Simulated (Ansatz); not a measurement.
MgNiGe in space group Pnma (No. 62; Mg on 4c, Ni on 4c, Ge on 4c), plane-wave PAW r²SCAN (Ansatz code), all energies at zero smearing, with the estimated change up to a 700 eV cutoff added, with one set of potentials and settings (totals compare only within such a set). Cell of 12 atoms (4 Mg, 4 Ni, 4 Ge): -48302.787 eV.

```
element                             reference phase  E (eV/atom)
-------  ------------------------------------------  -----------
Mg                    P6_3/mmc, 2 atoms in the cell   -1926.4086
Ni       Fm-3m, 1 atoms in the cell, spin-polarised   -5845.2912
Ge                       Fd-3m, 2 atoms in the cell   -4302.9041
```

Formation energy per atom, worked out: (-48302.787 − 4×(-1926.4086) − 4×(-5845.2912) − 4×(-4302.9041))/12 = -0.364 eV/atom (-35 kJ per mol of atoms), at 0 K, without zero-point energy or fitted corrections.

The first step of the workflow began from a Materials Project structure, measured or hypothetical; the Crystallography Open Database files this formula in space group No. 62, but the cells were not matched. Its standing as an ambient phase is unchecked. The r²SCAN relaxation kept the symmetry of its start; whether a distortion lowers the energy is not shown. The run is not spin-polarised. The references are the lowest solids computed at this level, not always the standard phases.

Potentials: the later of the program's two PAW sets.
